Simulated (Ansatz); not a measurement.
Structures of Mg2Be: which is lowest?

Plane-wave DFT in Ansatz with scalar-relativistic PAW potentials, cutoff 420 eV, Γ-centred meshes chosen by cell and gap, Gaussian smearing with energies taken to zero width. Every cell was relaxed (cell and atoms) in a run of its own, within the symmetry of its start. Functional: PBE.

Relaxed structures (starts from databases or built by putting these elements on another compound's sites):
A. P4_2/mnm, 6 atoms in the computed cell, a = 6.489 Å, c = 2.959 Å; sites (symmetry × multiplicity) Mg m.2m × 4, Be m.mm × 2; start: built
B. I4_1/amd, 6 atoms in the computed cell, a = 5.002 Å, c = 9.701 Å; sites (symmetry × multiplicity) Mg 2mm. × 8, Be -4m2 × 4; start: built
C. Immm, 3 atoms in the computed cell, a = 3.198 Å, b = 4.728 Å, c = 7.388 Å; sites (symmetry × multiplicity) Mg mm2 × 4, Be mmm × 2; start: built

Q: Rank them by energy. Could pressure change the order?

A:
| structure | group | E − E(lowest) (meV/atom) | V (Å³/atom) | gap on mesh (eV) |
| --- | --- | --- | --- | --- |
| C | Immm | 0.0 | 18.62 | 0.00 |
| A | P4_2/mnm | 72 | 20.76 | 0.00 |
| B | I4_1/amd | 159 | 20.23 | 0.00 |

C is lowest, 72 meV/atom under A. The lowest is also the densest of these, so pressure wouldn't bring one of the others in at first order. Other structures may lie lower than all of these, and vibrations aren't counted.